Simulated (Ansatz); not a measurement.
RuC:
```xyz
2
Lattice="2.6333 0.0000 0.0000 0.0000 2.6333 0.0000 0.0000 0.0000 2.6333" Properties=species:S:1:pos:R:3 pbc="T T T"
Ru     0.0000     0.0000     0.0000
C      1.3166     1.3166     1.3166
```

Relaxed with PBEsol. Special points in fractions of this cell's reciprocal vectors: Γ (0.000, 0.000, 0.000); X (0.000, 0.500, 0.000); M (0.500, 0.500, 0.000); R (0.500, 0.500, 0.500).

**Question.** List the band energies nearest the Fermi level at these points for plane-wave PAW PBEsol with spin–orbit coupling (Ansatz code).

**Answer.** In eV from the Fermi level; about four levels below and three above (degenerate sets whole), none deeper than 8.9 eV; points with the same levels are listed once.

```json
[
 {"k": "Γ", "below": "-0.12 -0.12 -0.12 -0.12", "above": "0.01 0.01 0.13 0.13"},
 {"k": "X", "below": "-4.35 -4.35 -4.25 -4.25", "above": "0.28 0.28 1.84 1.84"},
 {"k": "M", "below": "-2.07 -2.07 -1.95 -1.95", "above": "1.46 1.46 1.63 1.63"},
 {"k": "R", "below": "-8.72 -8.72 -7.85 -7.85", "above": "1.96 1.96 1.96 1.96"}
]
```

Space group Pm-3m (CsCl type). The cell is a constructed one: a structure type filled with these elements; neither database checked (COD, Materials Project) lists it. Its standing as an ambient phase is unchecked. The PBEsol relaxation kept the symmetry of its start. At this level the phase is dynamically unstable (imaginary phonons). The run is not spin-polarised.

Potentials: the earlier of the program's two PAW sets. The files were generated under PBE; for other functionals the program regenerates the frozen cores, and for LDA and PBEsol the local potential too.
